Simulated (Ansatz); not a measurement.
Se: relaxed-ion elastic tensor

Computed with Ansatz 0.2.0, DFT LDA, scalar-relativistic, plane waves, PAW. Settings: 420 eV plane-wave cutoff, Γ-centred 20×20×20 mesh, Fermi-Dirac smearing of 0.15 eV. No spin polarisation.

Relaxed structure:
```
CELL_PARAMETERS angstrom
-1.68059 1.68059 1.68059
1.68059 -1.68059 1.68059
1.68059 1.68059 -1.68059
ATOMIC_POSITIONS crystal
Se 0.00000 0.00000 0.00000
```

In a metal, frequencies and elastic constants depend on the k mesh and the smearing, soft modes and shear constants most. Spin polarisation was left out, and a magnetic state may lie lower. A semilocal functional can close a gap that the real compound has.

Question: Give the relaxed-ion elastic constants (GPa, Voigt order xx yy zz yz xz xy, on the axes of the cell above).

Answer:
C11 = 141.9, C12 = 63.7, C13 = 63.7, C22 = 141.9, C23 = 63.7, C33 = 141.9, C44 = -27.1, C55 = -27.1, C66 = -27.1 GPa; the others vanish.

Question: Is the crystal stable against homogeneous strain?

Answer: No: the tensor has an eigenvalue of -27.1 GPa, so some strain lowers the energy.

This bcc form isn't the element's structure at ambient conditions.

Cost: 1 run of about 3.6 core-minutes, on Intel Xeon Processor @ 2.50GHz (Skylake/Cascade Lake) (shared hosts).